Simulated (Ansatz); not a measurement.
## RbCrSe2: from a starting cell to a relaxed one

The relaxed structure here is a generated cell of RbCrSe2: the first start was made by placing the elements on the sites of a structure type, and the end was not matched to a known phase here, so it may be hypothetical.

The start is a generated cell, RbCrSe2 placed in the AFLOW prototype ABC2_hP8_194_d_a_f (as in AlCr2C). A full variable-cell relaxation at zero pressure is run with PBE (plane waves to 420 eV, PAW, scalar-relativistic; Ansatz, an electronic-structure program). The first steps use a coarse 7×7×2 k-mesh.

The start:
```
CELL_PARAMETERS angstrom
      3.71667     0.00000     0.00000
     -1.85834     3.21873     0.00000
      0.00000     0.00000    16.66004
ATOMIC_POSITIONS crystal
  Rb 0.33333 0.66667 0.75000
  Rb 0.66667 0.33333 0.25000
  Se 0.33333 0.66667 0.08600
  Se 0.66667 0.33333 0.58600
  Se 0.66667 0.33333 0.91400
  Se 0.33333 0.66667 0.41400
  Cr 0.00000 0.00000 0.00000
  Cr 0.00000 0.00000 0.50000
```
Spin-polarised start, with parallel moments on Cr.

* **Outcome**: The space group stays P6₃/mmc (No. 194) (the run could not lower it); the end is AFLOW prototype ABC2_hP8_194_d_a_f (as in AlCr2C), with 8 atoms in the primitive magnetic cell
* **Volume change**: +1.0 %, from 24.91 to 25.17 Å³/atom
* **Shortest distances (start → end)**: The closest pairs of elements (up to four, under 3.6 Å), start → end: Cr–Se 2.58 → 2.60 Å; Rb–Se 3.47 → 3.39 Å; Se–Se 3.58 → 3.44 Å
* **Moments at the end**: net 0.75 μB/atom, ferromagnetic
* **Optimiser moves**: 4

Relaxed structure:

```cif
data_Cr2Rb2Se4
_chemical_formula_sum 'Rb2 Se4 Cr2'
_space_group_name_H-M_alt 'P63/mmc'
_space_group_IT_number 194
_space_group_name_Hall '-P 6c 2c'
_cell_length_a 3.88789
_cell_length_b 3.88789
_cell_length_c 15.38038
_cell_angle_alpha 90.000
_cell_angle_beta 90.000
_cell_angle_gamma 120.000
loop_
_atom_site_label
_atom_site_type_symbol
_atom_site_symmetry_multiplicity
_atom_site_Wyckoff_symbol
_atom_site_fract_x
_atom_site_fract_y
_atom_site_fract_z
_atom_site_occupancy
Rb1 Rb 2 d 0.66667 0.33333 0.25000 1
Se1 Se 4 f 0.33333 0.66667 0.08486 1
Cr1 Cr 2 a 0.00000 0.00000 0.00000 1
```

Final values are on a 10×10×3 k-mesh of the relaxed cell. Spin state reached: ferromagnetic (net 0.75 μB/atom), from parallel starting moments; other spin orders were not run from this start.

The run could not lose the symmetry of its start: the end is stationary, and may be a saddle point rather than a minimum.
